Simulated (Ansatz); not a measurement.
GaRh3C:
```
CELL_PARAMETERS angstrom
      4.04082     0.00000     0.00000
      0.00000     4.04082     0.00000
      0.00000     0.00000     4.04082
ATOMIC_POSITIONS crystal
  Ga 0.00000 0.00000 0.00000
  Rh 0.00000 0.50000 0.50000
  Rh 0.50000 0.00000 0.50000
  Rh 0.50000 0.50000 0.00000
  C  0.50000 0.50000 0.50000
```

Relaxed with PBE. Special points in fractions of this cell's reciprocal vectors: Γ (0.000, 0.000, 0.000); X (0.000, 0.500, 0.000); M (0.500, 0.500, 0.000); R (0.500, 0.500, 0.500).

Task: List the band energies nearest the Fermi level at these points for plane-wave PAW PBE (Ansatz code).

Result: In eV from the Fermi level; about four levels below and three above (degenerate sets whole), none deeper than 8.9 eV; points with the same levels are listed once.

```csv
k,below,above
Γ,-1.74 -1.74 -1.74 -0.02 -0.02 -0.02,0.06 1.87 1.87 1.87
X,-1.86 -1.86 -1.86 -1.10 -0.02,0.62 0.62 2.02
M,-1.67 -1.65 -1.13 -0.73,0.70 0.70 1.83
R,-1.20 -1.20 -0.17 -0.17 -0.17,1.13 2.99 2.99 2.99
```

Space group Pm-3m (anti-perovskite). The start of the workflow was typed in or built on a structure type; neither database checked (COD, Materials Project) lists it. Its standing as an ambient phase is unchecked. The cell was relaxed with PBE under the symmetry of its start; whether a distortion lowers the energy is not shown. No spin polarisation was allowed. Scalar-relativistic: spin–orbit coupling is off unless named, which matters more the heavier the elements.

Potentials: the earlier of the program's two PAW sets.
